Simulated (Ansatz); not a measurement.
# 4 guesses for TaMo2C3 and where they end

Theory: DFT PBE, scalar-relativistic, plane waves, PAW in Ansatz. Settings: cutoff 420 eV, Γ-centred meshes spaced at most about 0.3 Å⁻¹, and about 0.25 Å⁻¹ or finer for metals (2π included), Gaussian smearing. No spin polarisation in the final relaxations.

Each guess was relaxed in cell and atoms at zero pressure, within the symmetry of its start. All energies are static (0 K, no zero-point motion). Coordination counts C atoms around Mo and Ta (those within 1.25 times the shortest such distance or 1.15 times the sum of covalent radii; a plus sign parts nearer from farther groups; a slash parts the counts of unlike sites).

| guess | made from | start group | V start (Å³/atom) | end group | V end (Å³/atom) | coordination at the end | gap on mesh (eV) | E over the lowest end (meV/atom) |
| --- | --- | --- | --- | --- | --- | --- | --- | --- |
| 1 | random cell | P4mm | 17.7 | P4mm | 12.4 | Ta 4, Mo 4/5 | 0 | 858 |
| 2 | a Materials Project cell | P-3m1 | 10.8 | P-3m1 | 10.7 | Ta 6, Mo 6 | 0 | 0 |
| 3 | random cell | I4mm | 14.5 | I4mm | 13.0 | Ta 5, Mo 1+3 | 0 | 493 |
| 4 | random cell | R3m | 16.7 | ? | ? | ? | ? | ? |

Guess 4 as it starts:

```cif
data_structure
_symmetry_space_group_name_H-M 'P 1'
_symmetry_Int_Tables_number 1
_cell_length_a 5.4427
_cell_length_b 5.4427
_cell_length_c 5.4427
_cell_angle_alpha 54.708
_cell_angle_beta 54.708
_cell_angle_gamma 54.708
_cell_volume 99.95
loop_
_atom_site_label
_atom_site_type_symbol
_atom_site_fract_x
_atom_site_fract_y
_atom_site_fract_z
_atom_site_occupancy
Ta1 Ta 0.88556 0.88556 0.88556 1
Mo1 Mo 0.56601 0.56601 0.56601 1
Mo2 Mo 0.39284 0.39284 0.39284 1
C1 C 0.54040 0.87546 0.54040 1
C2 C 0.54040 0.54040 0.87546 1
C3 C 0.87546 0.54040 0.54040 1
```

Question: Fill in the missing row: what does this guess relax into, and where does it rank?

Answer: It ends in space group R3m (No. 160), with a = 4.718 Å, c = 15.572 Å, 16.7 Å³/atom and no gap. It lies 1.24 eV/atom over the lowest end, above guess 1 and so the highest of the set. Counting C atoms around Mo and Ta, this end has Ta 3, Mo 3 and the lowest (guess 2) has Ta 6, Mo 6. This end holds C–C units of three or more atoms (shortest 1.49 Å); in the lowest (guess 2) the shortest C–C distance is 3.11 Å.

```
Ta Mo C
1.0
     2.35905    1.36200    5.19071
    -2.35905    1.36200    5.19071
     0.00000   -2.72399    5.19071
Ta Mo C
1 2 3
Direct
  0.81629 0.81629 0.81629
  0.55007 0.55007 0.55007
  0.38748 0.38748 0.38748
  0.57720 0.89242 0.57720
  0.57720 0.57720 0.89242
  0.89242 0.57720 0.57720
```

The zero of energy is the elements' standard structures at the same level; no fitted shifts are applied.

Question: Is the lowest end bound against the elements?

Answer: Yes: its formation energy is −0.09 eV/atom. Whether it is stable depends on the other phases of the system, which aren't compared here.

Spin–orbit coupling, which can matter for Ta, is left out. The reference form of C is held partly by dispersion forces, which this level lacks. Cells relaxed within their symmetry can be saddle points. Some types were kept out of the candidates beforehand, so the set may lack a known form.
